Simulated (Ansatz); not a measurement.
Total density of states per atom from PBEsol (plane waves, PAW; program Ansatz), in 0.25 eV bins, energy from the Fermi level:

```
E (eV) | states/eV/atom
    -7.85 | # 0.08
    -7.60 | # 0.09
    -7.35 | # 0.11
    -7.10 | # 0.12
    -6.85 | # 0.13
    -6.60 | # 0.14
    -6.35 | # 0.16
    -6.10 | ## 0.19
    -5.85 | ## 0.22
    -5.60 | ### 0.28
    -5.35 | ##### 0.54
    -5.10 | ###### 0.63
    -4.85 | ######## 0.83
    -4.60 | ########## 1.07
    -4.35 | ########## 1.12
    -4.10 | ########## 1.15
    -3.85 | ############ 1.28
    -3.60 | ############## 1.57
    -3.35 | ############# 1.47
    -3.10 | ########### 1.22
    -2.85 | ################## 1.99
    -2.60 | ################## 2.02
    -2.35 | ###################### 2.45
    -2.10 | ################# 1.91
    -1.85 | ############ 1.31
    -1.60 | ############### 1.60
    -1.35 | ################## 1.95
    -1.10 | ################### 2.05
    -0.85 | ####################### 2.59
    -0.60 | ############################## 3.31
    -0.35 | ############ 1.36
    -0.10 | ######## 0.85
     0.15 | ####### 0.82
     0.40 | ####### 0.82
     0.65 | ######## 0.90
     0.90 | ########### 1.25
     1.15 | ################# 1.88
     1.40 | ############# 1.40
     1.65 | ### 0.36
     1.90 | ### 0.33
     2.15 | ### 0.31
     2.40 | ### 0.30
     2.65 | ### 0.29
     2.90 | ## 0.27
     3.15 | ## 0.25
     3.40 | ## 0.25
     3.65 | ## 0.25
     3.90 | ## 0.24
     4.15 | ## 0.23
     4.40 | ## 0.22
     4.65 | ## 0.22
```

**Question.** Pick the material that matches.
(A) Gd, hcp (Mg type)
(B) Ru, hcp (Mg type)
(C) Ti, hcp (Mg type)
(D) Co, hcp (Mg type)

**Answer.** D, Co, hcp (Mg type). Within 0.5 eV of the Fermi level: Co 3d 92 %. Projections are on Löwdin-orthogonalised atomic valence shells; empty p or d shells of many metals are not among them.

Space group P6_3/mmc (hcp (Mg type)). Symmetry was held in the PBEsol relaxation. The final state is ferromagnetic, chosen from 5 collinear starts compared on coarse meshes (ties went to the first, and starts can fall back to one state), not a proven ground state. Textbook magnetic order: ferromagnetic.

Potentials: the earlier of the program's two PAW sets. The files were generated under PBE; for other functionals the program regenerates the frozen cores, and for LDA and PBEsol the local potential too.
